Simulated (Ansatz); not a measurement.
Nb₂O₅ in space group C2 (No. 5; Nb on 4c, O on 2b, O on 4c, O on 4c), the program Ansatz at the r²SCAN level (PAW). The conduction-band minimum lies at V2, with 2 equivalent valleys. Second derivatives d²E/dk² of the lowest band at one valley (eV·Å²), along Cartesian directions:

```json
[
 {"direction": "[100]", "d²E/dk²": "4.239"},
 {"direction": "[010]", "d²E/dk²": "6.912"},
 {"direction": "[001]", "d²E/dk²": "9.417"},
 {"direction": "[110]", "d²E/dk²": "4.446"},
 {"direction": "[101]", "d²E/dk²": "8.716"},
 {"direction": "[011]", "d²E/dk²": "8.700"}
]
```

Task: Find the principal effective masses, the density-of-states mass and the conductivity mass.

Result: Off-diagonal terms follow from H_xy = H[110] − (H_xx + H_yy)/2, and m*/mₑ = 7.620 eV·Å² over each eigenvalue: 0.76, 1.0, 2.4. One valley's DOS mass (m₁m₂m₃)^(1/3) = 1.2, conductivity mass 3/(Σ 1/mᵢ) = 1.1 mₑ.

Task: What effective density of states Nc follows at 300 K for parabolic valleys?

Result: Nc = 2.509e19 × 2 × (1.2)^(3/2) ≈ 6.6e19 cm⁻³.

The first step of the workflow began from a Materials Project structure, measured or hypothetical; the Crystallography Open Database copy checked does not list it. COD files the formula under space group No. 3, 15, 139. Its standing as an ambient phase is unchecked. The cell was relaxed with r²SCAN under the symmetry of its start; whether a distortion lowers the energy is not shown. The run is not spin-polarised. Spin–orbit coupling is left out wherever it is not named.

Potentials: the later of the program's two PAW sets.

Edges and masses are those of Kohn–Sham bands, whose gap is no quasiparticle gap.
